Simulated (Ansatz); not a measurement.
Below is a relaxed structure of ScFeC4N4. The cell was found from a structure generator's guess, not taken from experiment.

Method: DFT PBE, scalar-relativistic, plane waves, PAW in Ansatz. Cutoff 420 eV, Γ-centred mesh, Gaussian smearing, collinear spin.

```
Sc Fe C N
1.0
     5.96124    0.00000    0.00000
     0.00000    5.96124    0.00000
     0.00000    0.00000    5.96124
Sc Fe C N
1 1 4 4
Direct
  0.50000 0.50000 0.50000
  0.00000 0.00000 0.00000
  0.18396 0.18396 0.18396
  0.18396 0.81604 0.81604
  0.81604 0.18396 0.81604
  0.81604 0.81604 0.18396
  0.29867 0.29867 0.29867
  0.29867 0.70133 0.70133
  0.70133 0.29867 0.70133
  0.70133 0.70133 0.29867
```

Formation energies are uncorrected and refer to the elements' standard structures at the same level (N₂ as a molecule).

Question: Find its symmetry and describe it.

Answer: P-43m (No. 215). Conventional cell: a = 5.961 Å. Around Sc lie 4 N at 2.08 Å; Fe is surrounded by 4 C at 1.90 Å; C has 1 N at 1.18 Å and 1 Fe at 1.90 Å; N is surrounded by 1 C at 1.18 Å and 1 Sc at 2.08 Å.

Question: How far does it lie from the elements in energy?

Answer: −0.001 eV/atom. The formation energy is too near zero to say whether this cell lies below the elements.

Question: Is it a metal?

Answer: No, the gap on the 6×6×6 mesh is 0.73 eV.

Question: Which magnetic moments does it keep?

Answer: 0.30 μB per atom net, the space between the atoms included; by site: Fe 1.9 μB.

Question: From what recipe could a structure generator have reached it?

Answer: One such recipe: two interpenetrating cyanide-bridged diamond nets (P-43m, No. 215). Other recipes can lead to the same cell.

The last run used collinear spin, a 6×6×6 mesh for its 10-atom cell and Gaussian smearing of 0.02 eV. Kohn–Sham gaps at this level usually fall short of measured ones. The reference form of C is held partly by dispersion forces, which this level lacks. The magnetic state reached may not be the lowest. A structure relaxed within its symmetry needn't be a true minimum.
